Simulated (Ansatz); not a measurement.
Trial structures of Mg2Te3O: starts and ends

Method: DFT PBE, scalar-relativistic, plane waves, PAW (Ansatz). All cells share a 420 eV cutoff and Γ-centred k meshes spaced at most about 0.3 Å⁻¹ (about 0.25 or finer for metals, 2π included). No spin polarisation in the final relaxations.

Each guess was relaxed in cell and atoms at zero pressure, within the symmetry of its start. All energies are static (0 K, no zero-point motion). Coordination counts O or Te atoms around Mg (for each partner element, those within 1.25 times its shortest distance or 1.15 times the sum of covalent radii, where it is the nearest in units of that sum or under 1.3; a plus sign parts groups by distance over the sum of covalent radii; a slash parts the counts of unlike sites).

| guess | made from | start group | V start (Å³/atom) | end group | V end (Å³/atom) | coordination at the end | gap on mesh (eV) | E over the lowest end (meV/atom) |
| --- | --- | --- | --- | --- | --- | --- | --- | --- |
| 1 | random cell | I4/mmm | 25.9 | I4/mmm | 31.6 | Mg 2 | 0 | 1018 |
| 2 | Hf2SiAs3 type | P-4m2 | 21.0 | P-4m2 | 25.3 | Mg 6 | 0 | 318 |
| 3 | Dy2CuAg3 type | P4mm | 24.3 | P4mm | 24.6 | Mg 4+1/8 | 0 | 0 |
| 4 | Ag3AuS2 type | R-3m | 29.0 | R-3m | 30.8 | Mg 1+3 | 0 | 207 |
| 5 | ErCo3Ge2 type | P6mm | 22.7 | ? | ? | ? | ? | ? |
| 6 | random cell | Cmmm | 26.2 | Cmmm | 32.0 | Mg 5 | 0 | 247 |

Guess 5 as it starts:

```
Mg Te O
1.0
     6.07491    0.00000    0.00000
    -3.03746    5.26103    0.00000
     0.00000    0.00000    4.26683
Mg Te O
2 3 1
Direct
  0.66667 0.33333 0.96314
  0.33333 0.66667 0.96314
  0.50000 0.50000 0.45952
  0.50000 0.00000 0.45952
  0.00000 0.50000 0.45952
  0.00000 0.00000 0.88881
```

Question: Fill in the missing row: what does this guess relax into, and where does it rank?

Answer: It ends in space group P6/mmm (No. 191), with a = 6.735 Å, c = 4.357 Å, 28.5 Å³/atom and no gap. It lies 0.88 eV/atom over the lowest end, above guess 2 and below guess 1. Counting O or Te atoms around Mg, this end has Mg 6 and the lowest (guess 3) has Mg 4+1/8.

```cif
data_structure
_symmetry_space_group_name_H-M 'P6/mmm'
_symmetry_Int_Tables_number 191
_cell_length_a 6.7348
_cell_length_b 6.7348
_cell_length_c 4.3572
_cell_angle_alpha 90.000
_cell_angle_beta 90.000
_cell_angle_gamma 120.000
_cell_volume 171.15
loop_
_atom_site_label
_atom_site_type_symbol
_atom_site_symmetry_multiplicity
_atom_site_Wyckoff_symbol
_atom_site_fract_x
_atom_site_fract_y
_atom_site_fract_z
_atom_site_occupancy
Mg1 Mg 2 c 0.66667 0.33333 0.00000 1
Te1 Te 3 g 0.50000 0.50000 0.50000 1
O1 O 1 b 0.00000 0.00000 0.50000 1
```

The zero of energy is the elements' standard structures at the same level (O₂ as a molecule); no fitted shifts are applied.

Question: Is the lowest end bound against the elements?

Answer: Yes: its formation energy is −0.69 eV/atom. It lies below the elements, which doesn't yet make it stable against other compounds or structures.

No dispersion correction is applied, so the spacing and binding between layers, chains or molecules are poorly described (P4mm, Cmmm, P-4m2), and this can change margins and order among such cells. These runs have no spin–orbit coupling, which can matter for Te. The reference form of Te is held partly by dispersion forces, which this level lacks. Cells relaxed within their symmetry can be saddle points. A lower structure may well exist outside this small set. Some types were kept out of the candidates beforehand, so the set may lack a known form.
